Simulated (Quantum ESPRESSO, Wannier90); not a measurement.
Wannier functions of BaS$_{2}$ (C2/c)

Materials Project entry mp-684; symmetrised, unrelaxed at this level. COD (Crystallography Open Database) has an entry of this formula and space group (matched by these alone). Method: LDA plane waves in Quantum ESPRESSO 7.5 (PseudoDojo norm-conserving files, 46 Ry, no spin polarisation, no spin-orbit coupling), Bloch states on a 4×4×4 mesh through Γ, Wannier90 4.0.1. Density: 8×8×8 mesh, cold smearing 0.01 Ry. Spin-orbit coupling is left out although heavy elements are present.

```
begin unit_cell_cart
ang
    0.0000000000   -4.8073600000    0.0000000000
   -4.6856750000   -2.4036800000    0.0000000000
   -0.4164650000   -2.4036800000   -8.0412990000
end unit_cell_cart
mp_grid = 4 4 4
```

**Question.** Which shells of neighbouring k-points and which b-vectors and weights does Wannier90 pick for this cell and mesh?

**Answer.** 
```
 *---------------------------------- K-MESH ----------------------------------*
 +----------------------------------------------------------------------------+
 |                    Distance to Nearest-Neighbour Shells                    |
 |                    ------------------------------------                    |
 |          Shell             Distance (Ang^-1)          Multiplicity         |
 |          -----             -----------------          ------------         |
 |             1                   0.195341                      2            |
 |             2                   0.335683                      2            |
 |             3                   0.377861                      4            |
 |             4                   0.379550                      2            |
 |             5                   0.382322                      4            |
 |             6                   0.390682                      2            |
 |             7                   0.397019                      2            |
 |             8                   0.464439                      4            |
       ... (lines left out)
 +----------------------------------------------------------------------------+
 | The b-vectors are chosen automatically                                     |
 | The following shells are used:                       1,  2,  3,  4         |
 +----------------------------------------------------------------------------+
 |                        Shell   # Nearest-Neighbours                        |
 |                        -----   --------------------                        |
 |                          1               2                                 |
 |                          2               2                                 |
 |                          3               4                                 |
 |                          4               2                                 |
 +----------------------------------------------------------------------------+
 | Completeness relation is fully satisfied [Eq. (B1), PRB 56, 12847 (1997)]  |
 +----------------------------------------------------------------------------+
 |                  b_k Vectors (Ang^-1) and Weights (Ang^2)                  |
 |                  ----------------------------------------                  |
 |            No.         b_k(x)      b_k(y)      b_k(z)        w_b           |
 |            ---        --------------------------------     --------        |
 |             1         0.000000    0.000000   -0.195341    12.743067        |
 |             2         0.000000    0.000000    0.195341    12.743067        |
 |             3        -0.335234    0.000000    0.017362     4.053684        |
 |             4         0.335234    0.000000   -0.017362     4.053684        |
 |             5         0.167617   -0.326748    0.088990     2.341605        |
 |             6        -0.167617   -0.326748   -0.088990     2.341605        |
 |             7        -0.167617    0.326748   -0.088990     2.341605        |
 |             8         0.167617    0.326748    0.088990     2.341605        |
 |             9        -0.335234    0.000000   -0.177979    -0.775362        |
 |            10         0.335234    0.000000    0.177979    -0.775362        |
```
